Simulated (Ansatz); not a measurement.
## Al: zone-centre modes

Theory: Ansatz, DFT PBEsol, scalar-relativistic, plane waves, PAW. The runs took a 420 eV cutoff, a Γ-centred 18×18×20 mesh and Gaussian smearing (0.15 eV). No spin polarisation.

The starting cell (as given, not relaxed at this level):

```
Al
1.0
     0.00000   -2.02398   -2.02398
    -2.02398    0.00000   -2.02398
     2.02398    2.02398   -4.04796
Al
2
Direct
  0.50000 0.50000 0.50000
  0.00000 0.00000 0.00000
```

Harmonic modes by finite displacements of 0.02 Å, without the LO–TO term. The cell doubles the primitive one, so its zone centre also holds the primitive cell's point q = (0, 0, 1/2).

(1) At this geometry, is the structure stable against these modes?

(2) List the wavenumbers in cm⁻¹.

Results:

(1) Yes: no mode is imaginary beyond 10 cm⁻¹, and only the three translations lie near zero.

(2) 0, 0, 0, 136, 136, 312.

Cost: 1 run of about 2.4 core-minutes, on Arm Neoverse V1 (shared hosts).